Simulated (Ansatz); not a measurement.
NbN:
```cif
data_N4Nb4
_chemical_formula_sum 'Nb4 N4'
_space_group_name_H-M_alt 'Fm-3m'
_space_group_IT_number 225
_space_group_name_Hall '-F 4 2 3'
_cell_length_a 4.42152
_cell_length_b 4.42152
_cell_length_c 4.42152
_cell_angle_alpha 90.000
_cell_angle_beta 90.000
_cell_angle_gamma 90.000
loop_
_atom_site_label
_atom_site_type_symbol
_atom_site_symmetry_multiplicity
_atom_site_Wyckoff_symbol
_atom_site_fract_x
_atom_site_fract_y
_atom_site_fract_z
_atom_site_occupancy
Nb1 Nb 4 b 0.50000 0.50000 0.50000 1
N1 N 4 a 0.00000 0.00000 0.00000 1
```
(The calculation used a cell of 2 atoms; values per cell refer to that cell.)

Relaxed with PBE.

Question: Which orbitals make up the states near the Fermi level in plane-wave PAW PBE (Ansatz code)?

Answer: Within 0.5 eV of the Fermi level: Nb 4d 80 %, N 2p 16 %. Projections are on Löwdin-orthogonalised atomic valence shells; empty p or d shells of many metals are not among them.

Question: Tabulate the density of states.

Answer: States/eV per cell of 2 atoms, in 0.25 eV bins, energy from the Fermi level.

| E (eV) | total | Nb 4d | N 2p | N 2s |
|---|---|---|---|---|
| -7.85 | 0.98 | 0.33 | 0.51 | 0.01 |
| -7.60 | 1.03 | 0.33 | 0.56 | 0.01 |
| -7.35 | 1.14 | 0.34 | 0.65 | 0.01 |
| -7.10 | 0.92 | 0.26 | 0.54 | 0.01 |
| -6.85 | 1.28 | 0.45 | 0.74 | 0.01 |
| -6.60 | 2.24 | 0.84 | 1.31 | 0.02 |
| -6.35 | 2.53 | 0.90 | 1.53 | 0.03 |
| -6.10 | 3.41 | 1.14 | 2.10 | 0.03 |
| -5.85 | 3.09 | 1.04 | 1.90 | 0.02 |
| -5.60 | 1.63 | 0.64 | 0.93 | 0.01 |
| -5.35 | 1.23 | 0.48 | 0.71 | 0.01 |
| -5.10 | 0.98 | 0.38 | 0.58 | 0.01 |
| -4.85 | 0.75 | 0.25 | 0.48 | 0.00 |
| -4.60 | 0.59 | 0.16 | 0.41 | 0.00 |
| -4.35 | 0.44 | 0.10 | 0.33 | 0.00 |
| -4.10 | 0.22 | 0.04 | 0.17 | 0.00 |
| -3.85 | 0.18 | 0.05 | 0.12 | 0.00 |
| -3.60 | 0.19 | 0.07 | 0.11 | 0.00 |
| -3.35 | 0.20 | 0.11 | 0.09 | 0.00 |
| -3.10 | 0.25 | 0.15 | 0.09 | 0.00 |
| -2.85 | 0.30 | 0.19 | 0.10 | 0.00 |
| -2.60 | 0.35 | 0.23 | 0.11 | 0.00 |
| -2.35 | 0.41 | 0.28 | 0.11 | 0.00 |
| -2.10 | 0.48 | 0.35 | 0.12 | 0.00 |
| -1.85 | 0.57 | 0.43 | 0.12 | 0.00 |
| -1.60 | 0.60 | 0.46 | 0.13 | 0.01 |
| -1.35 | 0.65 | 0.50 | 0.13 | 0.01 |
| -1.10 | 0.70 | 0.54 | 0.14 | 0.01 |
| -0.85 | 0.75 | 0.58 | 0.14 | 0.01 |
| -0.60 | 0.81 | 0.62 | 0.15 | 0.01 |
| -0.35 | 0.90 | 0.70 | 0.16 | 0.01 |
| -0.10 | 0.93 | 0.74 | 0.15 | 0.01 |
| 0.15 | 1.00 | 0.81 | 0.15 | 0.01 |
| 0.40 | 1.12 | 0.92 | 0.16 | 0.01 |
| 0.65 | 1.22 | 1.00 | 0.17 | 0.01 |
| 0.90 | 1.47 | 1.23 | 0.19 | 0.01 |
| 1.15 | 1.66 | 1.41 | 0.20 | 0.02 |
| 1.40 | 2.10 | 1.77 | 0.26 | 0.02 |
| 1.65 | 2.45 | 1.99 | 0.37 | 0.03 |
| 1.90 | 2.30 | 1.84 | 0.38 | 0.02 |
| 2.15 | 1.86 | 1.54 | 0.25 | 0.02 |
| 2.40 | 1.93 | 1.64 | 0.23 | 0.03 |
| 2.65 | 1.76 | 1.51 | 0.16 | 0.05 |
| 2.90 | 0.74 | 0.49 | 0.13 | 0.07 |
| 3.15 | 0.82 | 0.52 | 0.14 | 0.10 |
| 3.40 | 1.01 | 0.61 | 0.15 | 0.17 |
| 3.65 | 1.02 | 0.59 | 0.16 | 0.18 |
| 3.90 | 1.13 | 0.62 | 0.17 | 0.24 |
| 4.15 | 1.22 | 0.67 | 0.20 | 0.25 |
| 4.40 | 1.18 | 0.64 | 0.24 | 0.18 |
| 4.65 | 1.17 | 0.60 | 0.26 | 0.13 |

Symmetry was held in the PBE relaxation. At this level the phase is dynamically unstable (imaginary phonons). No spin polarisation was allowed. Scalar-relativistic: spin–orbit coupling is off unless named, which matters more the heavier the elements.

Potentials: the later of the program's two PAW sets.
